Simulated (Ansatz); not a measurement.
Ga2O3 (corundum)

```xyz
10
Lattice="2.5290 1.4601 4.5414 -2.5290 1.4601 4.5414 0.0000 -2.9202 4.5414" Properties=species:S:1:pos:R:3 pbc="T T T"
Ga     0.0000     0.0000     4.8480
Ga     0.0000     0.0000     1.9641
Ga     0.0000     0.0000     8.7762
Ga     0.0000     0.0000    11.6601
O     -0.9959     1.4601     7.9474
O     -0.7665    -1.5925     7.9474
O      1.7624     0.1324     7.9474
O      0.9959    -1.4601     5.6767
O      0.7665     1.5925     5.6767
O     -1.7624    -0.1324     5.6767
```

The slice is a (1 -1 0 2) plane (indices of the conventional cell) through the point (0.250, 0.553, 0.947) (fractional), spanned by u = [1 0 -1] and v = [010] in vectors of this cell: u (5.06 Å) and v (5.40 Å, at 90° to u). It covers one period; positions are fractions (u, v).

Computed with PBE (plane waves to 420 eV, PAW, scalar-relativistic; Ansatz, a program for electronic structure). k mesh 8×8×8. Inside the PAW spheres the values are not all-electron values, and peaks at nuclei hang on which shells count as valence. Ga2O3 was relaxed with its symmetry unable to fall. The PAW data are Ansatz's earlier set.

**Question.** Sketch the valence electron density on this plane as a map.

**Answer.** 
| v \ u | 0.00 | 0.13 | 0.27 | 0.40 | 0.53 | 0.67 | 0.80 | 0.93 |
|---|---|---|---|---|---|---|---|---|
| 0.94 | 0.7 | 0.0 | -0.8 | -0.8 | -0.8 | -1.0 | -0.6 | 0.5 |
| 0.84 | -0.1 | -0.7 | -1.3 | -1.1 | -0.7 | -0.9 | -0.7 | -0.2 |
| 0.75 | -0.5 | -1.0 | -1.2 | -1.2 | -1.0 | -0.7 | -0.1 | -0.2 |
| 0.66 | -0.3 | -0.3 | -0.4 | -1.0 | -1.2 | -0.5 | 0.9 | 0.5 |
| 0.56 | -0.2 | 0.5 | 0.5 | -0.7 | -1.2 | -0.7 | 0.3 | 0.0 |
| 0.47 | -0.4 | 0.7 | 0.6 | -0.6 | -1.1 | -0.8 | -0.6 | -0.6 |
| 0.38 | -0.8 | 0.0 | 0.0 | -0.7 | -0.9 | -0.7 | -1.0 | -1.1 |
| 0.28 | -1.2 | -0.7 | -0.4 | -0.4 | -0.8 | -0.9 | -1.2 | -1.3 |
| 0.19 | -0.6 | -0.6 | 0.3 | 0.7 | -0.6 | -1.1 | -1.1 | -0.7 |
| 0.09 | 0.5 | -0.1 | 0.3 | 0.6 | -0.6 | -1.2 | -0.7 | 0.3 |
| 0.00 | 0.9 | 0.2 | -0.4 | -0.4 | -0.8 | -1.2 | -0.6 | 0.7 |

Values: log₁₀ of the valence density in e/Å³. The scale is logarithmic, as a density can span decades between atoms and voids.
